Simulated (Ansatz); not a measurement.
This cell of BaTiO3 (cubic perovskite) is off equilibrium:

```
CELL_PARAMETERS angstrom
      3.99404     0.00000     0.00000
      0.00000     3.99404     0.00000
      0.00000     0.00000     3.99404
ATOMIC_POSITIONS crystal
  Ba 0.00000 0.00000 0.00000
  Ti 0.50000 0.50000 0.50000
  O  0.06009 0.50000 0.50000
  O  0.50000 0.50000 0.00000
  O  0.50000 0.00000 0.50000
```

These are r2SCAN (plane waves to 500 eV, PAW, scalar-relativistic; Ansatz, a first-principles code) values and carry that method's errors. k mesh 7×7×7 (Γ-centred), Fermi-Dirac smearing 0.05 eV. E stands for the smeared free energy. Stress and pressure are positive under compression. BaTiO3 is run without spin polarisation. BaTiO3 was relaxed with its symmetry unable to fall. This is a high-temperature form of BaTiO3.

Problem. Predict the force on every atom, in eV/Å.

Solution. 
```json
[
 {"atom": "Ba1", "Fx": "0.299", "Fy": "0.000", "Fz": "0.000"},
 {"atom": "Ti2", "Fx": "-0.044", "Fy": "0.000", "Fz": "0.000"},
 {"atom": "O3", "Fx": "-2.396", "Fy": "0.000", "Fz": "0.000"},
 {"atom": "O4", "Fx": "1.071", "Fy": "0.000", "Fz": "0.000"},
 {"atom": "O5", "Fx": "1.071", "Fy": "0.000", "Fz": "0.000"}
]
```

Problem. Give the stress tensor in GPa and the pressure.

Solution. 
```
   9.35     0.00     0.00
   0.00     2.23     0.00
   0.00     0.00     2.23
```
The pressure, a third of the trace, is 4.60 GPa.

Problem. In it atom 3 sits (0.240, 0.000, 0.000) Å away from its relaxed site. What is its energy relative to the relaxed cell?

Solution. 216.1 meV/cell.

(For displaced atoms, the force is minus the slope of the energy, and its curvature is a force constant, which sets phonon frequencies.)
